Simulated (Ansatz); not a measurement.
An element in the sc structure gives these cold pressures by all-electron LAPW under LDA (Ansatz 0.2.0, scalar-relativistic, no spin polarisation).

```json
{"V (Å³/atom)": "14.97", "P (GPa)": "0.17"}
{"V (Å³/atom)": "14.22", "P (GPa)": "15.35"}
{"V (Å³/atom)": "12.72", "P (GPa)": "62.3"}
{"V (Å³/atom)": "11.22", "P (GPa)": "146.1"}
{"V (Å³/atom)": "9.73", "P (GPa)": "301.1"}
{"V (Å³/atom)": "8.23", "P (GPa)": "604.2"}
{"V (Å³/atom)": "6.73", "P (GPa)": "1254"}
{"V (Å³/atom)": "5.99", "P (GPa)": "1860"}
```

Task: Which element is it?

Result: Ru. Its zero-pressure volume in this structure is near 15.0 Å³/atom; the volume and the steepness of P(V) together point to it, though neighbours can come close. Other candidates weren't computed, and some may come near.
